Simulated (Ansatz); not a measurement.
SrTiO₃:
```xyz
5
Lattice="3.8548 0.0000 0.0000 0.0000 3.8548 0.0000 0.0000 0.0000 3.8548" Properties=species:S:1:pos:R:3 pbc="T T T"
Sr     0.0000     0.0000     0.0000
Ti     1.9274     1.9274     1.9274
O      1.9274     0.0000     1.9274
O      0.0000     1.9274     1.9274
O      1.9274     1.9274     0.0000
```

x, y and z are the axes in which the lattice vectors are written.

Problem. Give the high-frequency dielectric tensor and the Born effective charge tensors of the independent atoms from DFPT, LDA in the plane-wave PAW code Ansatz.

Solution. 
ε∞:
```
6.30  0.00  0.00
0.00  6.30  0.00
0.00  0.00  6.30
```
Z* of atom 1 (Sr), rows: field, columns: displacement, in e:
```
2.56  0.00  0.00
0.00  2.56  0.00
0.00  0.00  2.56
```
Z* of atom 2 (Ti), rows: field, columns: displacement, in e:
```
7.32  0.00  0.00
0.00  7.32  0.00
0.00  0.00  7.32
```
Z* of atom 3 (O), rows: field, columns: displacement, in e:
```
-2.06   0.00   0.00
 0.00  -5.76   0.00
 0.00   0.00  -2.06
```

Space group Pm-3m (cubic perovskite). Symmetry was held in the LDA relaxation. At this level the phase is dynamically unstable (imaginary phonons). No spin polarisation was allowed. Scalar-relativistic: spin–orbit coupling is off unless named, which matters more the heavier the elements.

Potentials: the earlier of the program's two PAW sets. The files were generated under PBE; for other functionals the program regenerates the frozen cores, and for LDA and PBEsol the local potential too.
